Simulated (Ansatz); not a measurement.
**Relaxing SbMo in the wurtzite type**

First guess:

```yaml
crystal:
  lattice:
    - [4.55586, 0.00000, 0.00000]
    - [-2.27793, 3.94549, 0.00000]
    - [0.00000, 0.00000, 7.42605]
  atoms:
    - { symbol: Mo, position: [0.33333, 0.66667, 0.00000] }
    - { symbol: Mo, position: [0.66667, 0.33333, 0.50000] }
    - { symbol: Sb, position: [0.33333, 0.66667, 0.37600] }
    - { symbol: Sb, position: [0.66667, 0.33333, 0.87600] }
```

These are results of Ansatz 0.2.0, DFT, PBE, PAW with Ansatz's default frozen-core files, scalar-relativistic, not measurements.

Cell and atoms relax within the symmetry of the start on a 9×9×5 k mesh with 0.05 eV Fermi–Dirac smearing.

The start is built from a prototype, known or not as a phase of this compound; the cutoff is 420 eV.

Spin–orbit coupling is left out, though it moves levels of the heavy atoms by tenths of an eV or more.

**Question.** What is the pressure of the first guess?

**Answer.** -7.96 GPa.

**Question.** What does it relax to?

**Answer.** a = 4.644 Å, b = 4.644 Å, c = 5.454 Å, α = 90.00°, β = 90.00°, γ = 120.00° (conventional cell), 25.46 Å³ per atom:
Space group P6_3/mmc (No. 194). a = 4.644 Å, b = 4.644 Å, c = 5.454 Å, α = 90.00°, β = 90.00°, γ = 120.00°
| atom | site | symmetry | x | y | z |
| --- | --- | --- | --- | --- | --- |
| Mo | 2d | -6m2 | 0.3333 | 0.6667 | 0.7500 |
| Sb | 2c | -6m2 | 0.3333 | 0.6667 | 0.2500 |
It has left the symmetry of the starting type.

**Question.** How much energy does the relaxation release?

**Answer.** 510 meV/atom.
